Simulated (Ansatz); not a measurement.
Space group P6_3/mmc (No. 194). a = 2.456 Å, b = 2.456 Å, c = 4.473 Å, α = 90.00°, β = 90.00°, γ = 120.00°
```
atom site symmetry x y z
  Cr    2c      -6m2  0.3333  0.6667  0.2500
```

Equation of state of this Cr structure (not necessarily the ground state), with shape and atoms relaxed at each volume where symmetry leaves them free. It has no gap at any of these volumes. The calculation used DFT r2SCAN, scalar-relativistic, plane waves, PAW in Ansatz.

Settings: cutoff 500 eV, Γ-centred mesh 18×18×10 on the computed 2-atom cell, Gaussian smearing of 0.10 eV; no spin polarisation.

| V (Å³/atom) | E − E(largest V) (meV/atom) | P (GPa) |
| --- | --- | --- |
| 10.280 | 85.59 | 41.68 |
| 10.631 | 9.10 | 28.74 |
| 10.981 | -41.18 | 17.66 |
| 11.331 | -69.03 | 8.16 |
| 11.682 | -77.64 | 0.01 |
| 12.032 | -69.77 | -6.96 |
| 12.383 | -47.80 | -12.94 |
| 12.850 | 0.00 | -19.59 |

Question: Fit a third-order Birch–Murnaghan equation to E(V).

Answer: V0 = 11.68 Å³/atom, B0 = 250 GPa, B0' = 4.1.

This form isn't the element's structure at ambient conditions.

Cost: 8 runs of about 5.8 core-minutes in all, on Arm Neoverse V1 (shared hosts).